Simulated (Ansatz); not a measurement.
## Structure types of Li compared at 52 GPa

Structure types of Li are relaxed in primitive cells with their symmetry kept at 52 GPa, first on PAW files, then by LAPW. The enthalpy is E + pV at zero temperature, without zero-point motion. Only the types listed were tried, and differences under about 5 meV/atom are mesh noise. The real phase may be another.

All numbers are PBEsol results (scalar-relativistic) from Ansatz 0.2.0, with Fermi–Dirac smearing of 0.1 eV, no spin polarisation. Methods: LAPW: all electrons, basis error target 0.5 meV/atom; PAW: frozen-core files, cutoff 420 eV.

k meshes: fcc 20×20×20, bcc 21×21×21, hcp 19×19×10, A7 16×16×16, diamond 15×15×15, beta tin 20×20×20.

The PAW files were made under PBE.

**Question.** Which type is lowest in enthalpy, and by how much?

**Answer.** fcc, 7 meV/atom below hcp. The whole table:

| start type | ends as | a, b, c (Å) | V (Å³/atom) | H − H(lowest), LAPW (meV/atom) | same, PAW |
| --- | --- | --- | --- | --- | --- |
| fcc | fcc, Fm-3m | 3.226, 3.226, 3.226 | 8.39 | 0.0 | 0.0 |
| bcc | bcc, Im-3m | 2.565, 2.565, 2.565 | 8.43 | 20.7 | 20.7 |
| hcp | hcp, P6_3/mmc | 2.268, 2.268, 3.773 | 8.41 | 7.0 | 7.1 |
| A7 | A7, R-3m | 2.901, 2.901, 6.587 | 8.00 | 14.1 | 14.3 |
| diamond | diamond, Fd-3m | 3.917, 3.917, 3.917 | 7.51 | 376.3 | 377.0 |
| beta tin | beta tin, I4_1/amd | 3.810, 3.810, 2.241 | 8.13 | 8.4 | 8.4 |
